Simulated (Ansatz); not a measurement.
## YZn (Pm-3m): electronic heat capacity and spin susceptibility from the density of states

These are results of DFT r2SCAN, scalar-relativistic, plane waves, PAW in Ansatz 0.2.0, not measurements.

Plane waves to 500 eV, a k mesh through Γ of 12×12×12 on the computed 2-atom cell and Gaussian smearing (0.10 eV); no spin polarisation.

Relaxed cell: Pm-3m, a = 3.565 Å, b = 3.565 Å, c = 3.565 Å, α = 90.00°, β = 90.00°, γ = 90.00°, 2 atoms in the primitive cell. Whether it is the stable form of this composition wasn't checked.

The density of states at the Fermi level is 1.875 states/eV in the cell of 2 atoms (1 formula unit; both spins, tetrahedra on a 18×18×18 mesh). Averaged over bins of 0.1 eV the density runs from 1.5 to 2.2 states/eV within 0.2 eV of the Fermi level, so the figure hangs on the exact place of that level.

Question: What Sommerfeld coefficient and Pauli susceptibility does this give?

Answer: Per formula unit N(E_F) = 1.875 states/eV. γ = (π²/3) k_B² N(E_F) N_A = 2.357 mJ/(mol K²) per state/eV, so γ = 4.4 mJ/(mol K²), a mole of formula units. χ_P = μ_B² N(E_F) N_A = 3.23×10⁻⁵ emu/mol per state/eV gives 6.1×10⁻⁵ emu/mol. This is the bare band result: a measured γ of the same phase is as a rule larger by a factor 1 + λ from phonons and spin fluctuations, the spin part of χ is larger by the Stoner factor, and a measured χ also holds orbital and core terms. N(E_F) at one energy is sensitive to the mesh where the density of states has sharp peaks.

Cost: 1 run of about 0.52 core-minutes, on Arm Neoverse V2 (shared hosts).